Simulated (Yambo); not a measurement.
G0W0@PBEsol for N (space group Pa-3, No. 205) in Yambo. Reference settings: 2×2×2 Γ-centred k mesh, 304 bands and a 8 Ry block in the screening, 304 bands in G with the Bruneval-Gonze terminator, plasmon pole fitted at 27.2 eV. The PBEsol gap X → Γ on this mesh is 7.21 eV; G0W0 gaps are taken between the same points.

The settings were changed. The gap went from 13.51 eV to 13.52 eV, and the shift of the valence edge from -3.05 eV to -2.90 eV.

Task: Which change was made?
A. no terminator
B. no random integration
C. pole fitted at 40 eV
D. 105 bands in G, no terminator

Result: A, no terminator. The others gave (gap, valence shift): pole fitted at 40 eV: 13.58, -3.13 eV; 105 bands in G, no terminator: 13.56, -2.55 eV; no random integration: 13.31, -2.75 eV.

Geometry of the Materials Project entry, not relaxed at this level; primitive cell a = b = c = 5.561 Å, α = β = γ = 90.00°.

A shift is the quasiparticle energy of the state minus its PBEsol energy.
